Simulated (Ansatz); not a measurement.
SrCl₂ (fluorite, Fm-3m), plane-wave PAW PBE (Ansatz code): ε∞ = 2.88, cell volume 87.26 Å³. Infrared-active transverse modes:

```
ω_TO (cm⁻¹)  oscillator strength S_xx (e²/amu)
-----------  ---------------------------------
125.8                                   0.1591
```

Task: Compute the static dielectric constant.

Result: Each mode adds (4.921e7/V) S/ω²: 5.67. So ε0 = 8.55.

Task: What LO frequency does the Lyddane–Sachs–Teller relation give?

Result: ω_LO = ω_TO √(ε0/ε∞) = 217 cm⁻¹.

Symmetry was held in the PBE relaxation; phonons on a q-mesh show no instability. Scalar-relativistic: spin–orbit coupling is off unless named, which matters more the heavier the elements.

Potentials: the later of the program's two PAW sets.
